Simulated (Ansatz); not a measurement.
An Ansatz (an electronic-structure program) run. Input:

Ansatz 0.2 input:
```yaml
crystal:
  lattice:
    - [7.1136982165, 0.0, 0.0]
    - [0.0, 7.1136982165, 0.0]
    - [0.0, 0.0, 3.7050929944]
  atoms:
    - { symbol: Hf, position: [0.0, 0.0, 0.0] }
    - { symbol: Hf, position: [0.5, 0.5, 0.0] }
    - { symbol: Hf, position: [0.1698237635, 0.6698237635, 0.5] }
    - { symbol: Hf, position: [0.8301762365, 0.3301762365, 0.5] }
    - { symbol: Hf, position: [0.3301762365, 0.1698237635, 0.5] }
    - { symbol: Hf, position: [0.6698237635, 0.8301762365, 0.5] }
    - { symbol: Ge, position: [0.6307275361, 0.1307275361, 0.0] }
    - { symbol: Ge, position: [0.3692724639, 0.8692724639, 0.0] }
    - { symbol: Ge, position: [0.8692724639, 0.6307275361, 0.0] }
    - { symbol: Ge, position: [0.1307275361, 0.3692724639, 0.0] }
kpoints:
  mp_grid: { grid: [6, 6, 11] }
hamiltonian:
  xc: r2scan
  pseudopotentials: { kind: paw }
scf:
  occupations: { method: gaussian, width: 0.05 }
checkpoint: { read: metal.run }
output: { write_density: true, elf: true, volumetric_format: npy }
basis: { fft_grid_basis: typed }
```

Output (shortened):

```
Pseudopotential: Hf, paw, valence charge 26
Pseudopotential: Ge, paw, valence charge 14
Functional definition: r2SCAN
Crystal: 10 atoms, lattice volume = 187.495 Å³
Basis set: ecut = 500 eV, 4769 PW (Γ), exchange–correlation on 216×216×120 points (64 copies of the dense FFT grid, shifted against one another)
Bands: 128, of which v1, the nominal top of the filled ones, is band 106 counted from 1 (105 counted from 0)
Symmetry: 16 space group operations
Space group: P4/mbm (ITA 127), of the structure as read, at distance tolerance 5.7e-5 Å
k-points: 60 of 396
Stability of the state it starts from, as read at its close in the unpolarized treatment …
iter 1 solved again at ethr=1.66e-8 eV; its pass at ethr=3.10e-3 eV (dr2=3.52e-5 eV) is discarded
SCF iter   1: F=—  HF=-111617.578259 eV  |F-HF|=—  |Δ(HF+E_count)|=         —  Δρ=2.67e-7  dr2=7.34e-11  dr2_τ=2.11e-11  ethr=1.66e-8  ⟨swp⟩=3.2  Hψ=45151  notcnv=0
preconditioner: auto → Kerker (q_TF=auto, 2.785 Å⁻¹)
SCF iter   2: F=-111617.578259 eV  HF=-111617.578259 eV  |F-HF|=0.00e0  |Δ(HF+E_count)|=   4.08e-8  Δρ=1.09e-7  dr2=1.30e-11  dr2_τ=1.10e-11  ethr=1.00e-12  ⟨swp⟩=6.2  Hψ=30546  notcnv=0
SCF 1 converged in 2 iterations: F = -111617.578259 eV  dr2 = 1.30e-11
SCF converged after 2 iterations
Free energy (F): -111617.578259 eV
Harris-Foulkes:  -111617.578259 eV  (|F-HF|=0.00e0)
Internal energy: -111617.568688 eV  (E = F + TS)
E sigma→0 (E₀):  -111617.573473 eV
Entropy (-TS):   -0.009571 eV (-0.957 meV/atom)
Fermi energy:    18.589837 eV
--- Per-component energies (eV) ---
  E_band       = -103.544033
  E_kinetic    = 2993.524902
  E_local      = -38077.012728  (includes V_loc(G=0)·N_el)
  E_nonlocal   = -5812.286025
  E_hartree    = 17747.549887
  E_xc         = -1981.335308
  E_vxc        = -2038.615945  (∫ρ·V_xc dr)
  E_paw        = -49845.547082  (= ΣΔE_a)
  E_vpaw       = 7233.579156  (= ΣTr[D̂ρ^β])
  E_aug_tail   = 0.000062  (compensation charges beyond the density's cutoff)
  E_vtau       = 102.167132  (kinetic-family band-sum trace: ∫τ·v_τ [+ j·A + Jᵃ·Aᵃ] dr)
  E_ewald      = -36640.048463
  E_core_change = -2.413932  (= ΣΔE_core)
  E_smearing   = -0.009571  (= −TS)
  E_closure    = 0.000000  (closes the sum)
  Σ components = -111617.578259   (vs F -111617.578259, Δ=0.00e0)
  [band-id]    e_kinetic+e_local+e_nonlocal+2·e_hartree+e_vxc+e_vpaw+e_augmentation_tail+e_vtau = -103.543672   (vs E_band -103.544033, Δ=3.60e-4)
--- Band table (eV; the first three rows and the last of 60) ---
  k-point 0: bands = ["-45.0421", "-45.0355", "-45.0336", "-45.0336", "-44.7306", "-44.7286", "-13.2227", "-13.1838", "-13.1838", "-13.1319", "-13.1260", "-13.0846", "-13.0787", "-13.0787", "-13.0430", "-13.0430", "-13.0154", "-12.9358", "-12.8053", …
  k-point 1: bands = ["-45.0417", "-45.0353", "-45.0334", "-45.0334", "-44.7304", "-44.7286", "-13.2207", "-13.1761", "-13.1761", "-13.1414", "-13.1239", "-13.0998", "-13.0998", "-13.0928", "-13.0365", "-13.0365", "-13.0275", "-12.9350", "-12.7955", …
  k-point 2: bands = ["-45.0407", "-45.0348", "-45.0329", "-45.0329", "-44.7299", "-44.7285", "-13.2152", "-13.1655", "-13.1655", "-13.1607", "-13.1332", "-13.1332", "-13.1249", "-13.1150", "-13.0583", "-13.0260", "-13.0260", "-12.9328", "-12.7736", …
  k-point 59: bands = ["-45.0352", "-45.0352", "-45.0311", "-45.0311", "-44.7282", "-44.7282", "-13.2880", "-13.2880", "-13.1839", "-13.1839", "-13.1599", "-13.1599", "-13.1070", "-13.1070", "-13.0055", "-13.0055", "-12.9728", "-12.9728", "-12.8098", …
```

Cost: very roughly 90 core-seconds on shared cores.

The workflow started from a Materials Project entry (that database holds measured and hypothetical structures alike); the Crystallography Open Database copy checked does not list it. Whether it is the stable phase at ambient conditions was not checked. The r²SCAN relaxation kept the symmetry of its start; whether a distortion lowers the energy is not shown. The run is not spin-polarised. Spin–orbit coupling is left out wherever it is not named.

Potentials: the later of the program's two PAW sets.

Ansatz is a plane-wave DFT program.
